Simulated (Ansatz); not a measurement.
This run works on a generated trial structure, not on a known crystal.

Input and command of a plane-wave DFT calculation in Ansatz:

```yaml
crystal:
  lattice:
    - [4.1797997681, 0.0003496381, 0.0045820601]
    - [-0.0009192729, 7.0514822094, -0.0284740415]
    - [-0.0791080521, -2.5352611237, 15.0025833327]
  atoms:
    - { symbol: Cs, position: [0.7538497046, 0.1549412384, 0.748556258] }
    - { symbol: Cs, position: [0.2544966431, 0.7050637171, 0.8773174398] }
    - { symbol: Cs, position: [0.2461502954, 0.8450587616, 0.251443742] }
    - { symbol: Cs, position: [0.7455033569, 0.2949362829, 0.1226825602] }
    - { symbol: Zr, position: [0.7492465198, 0.1264263924, 0.4510002764] }
    - { symbol: Zr, position: [0.2487385156, 0.4766924029, 0.4160187681] }
    - { symbol: Zr, position: [0.2507534802, 0.8735736076, 0.5489997236] }
    - { symbol: Zr, position: [0.7512614844, 0.5233075971, 0.5839812319] }
    - { symbol: Ru, position: [0.7493658758, 0.7272226776, 0.457602934] }
    - { symbol: Ru, position: [0.2506341242, 0.2727773224, 0.542397066] }
basis:
  ecutwfc: 420
kpoints:
  mp_grid: { grid: [6, 4, 2] }
hamiltonian:
  xc: pbe
scf:
  occupations: { method: gaussian, width: 0.2 }
  lower_state_search: "off"
output:
  forces: true
  stress: true
  eigenvalues: true
```

```bash
ansatz run input.yaml --threads 1 --pin off --max-ram 2560MiB --backend cpu --events-out ev --progress --plain --runs-dir out
```

Processor: Arm Neoverse V2, 1 thread, on a host shared with other jobs.

Question: How long does it run, and how much memory does it take?

Answer: About 68 s, peak memory 0.98 GiB. It solves 70 bands at 28 k points (after reduction by symmetry) with about 8613 plane waves, in 10 SCF iterations.
